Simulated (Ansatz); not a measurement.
# Au (P6_3/mmc), one atom moved over a plane

All numbers below come from DFT PBEsol, scalar-relativistic, plane waves, PAW in Ansatz 0.2.0. The runs took a 420 eV cutoff, a Γ-centred 18×18×10 mesh and Gaussian smearing (0.15 eV). Spin–orbit coupling is left out, which can shift energies with elements as heavy as these. No spin polarisation. Energies are free energies at this smearing, counted from the undisturbed cell; pressure is positive in compression.

Zero of the scan (as given, not relaxed at this level; it stands at -6.4 GPa; this form isn't the usual structure):

```xyz
2
Lattice="2.9000 0.0000 0.0000 -1.4500 2.5115 0.0000 0.0000 0.0000 4.8800" Properties=species:S:1:pos:R:3 pbc="T T T"
Au    0.0000    1.6743    3.6600
Au    1.4500    0.8372    1.2200
```

Atom 1 (Au) is moved by p along (0.000, 1.000, 0.000) and q along (0.000, 0.000, 1.000) (Å), all else fixed. Points are written (p, q).

Energy above the undisturbed cell in eV/cell (a dash: not computed):

```csv
p \ q,-0.200,-0.100,0.000,0.100,0.200
-0.200,0.13,?,0.00,?,0.13
-0.100,?,0.03,0.00,0.03,?
0.000,0.12,0.03,0.00,0.03,0.12
0.100,0.13,0.03,?,0.03,0.13
0.200,0.14,0.04,0.01,0.04,0.14
```

Task: Fill in the withheld energies.

Result: (-0.200, -0.100): 0.04; (-0.200, 0.100): 0.04; (-0.100, -0.200): 0.12; (-0.100, 0.200): 0.12; (0.100, 0.000): 0.00.